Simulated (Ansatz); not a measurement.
BeSe (zinc blende, F-43m) at seven volumes, plane-wave PAW LDA (Ansatz code), scaled uniformly. One row is withheld.

```
V (Å³/atom)  P (GPa)
-----------  -------
14.924          9.51
15.416          5.87
15.908             ?
16.400          0.01
16.892         -2.34
17.384         -4.36
17.876         -6.11
```

Question: Fit the shown pressures and predict the withheld one.

Answer: P = (3/2)B₀(x^(7/2) − x^(5/2))[1 + (3/4)(B′ − 4)(x − 1)] with x = (V₀/V)^(2/3). Least squares on the six rows gives V₀ = 16.402 Å³/atom, B₀ = 83.9 GPa, B′ = 3.88. At V = 15.908, x = 1.0206 and P = 2.72 GPa. The run itself gave 2.72 GPa.

The LDA relaxation kept the symmetry of its start; phonons on a q-mesh show no instability.

Potentials: the later of the program's two PAW sets.
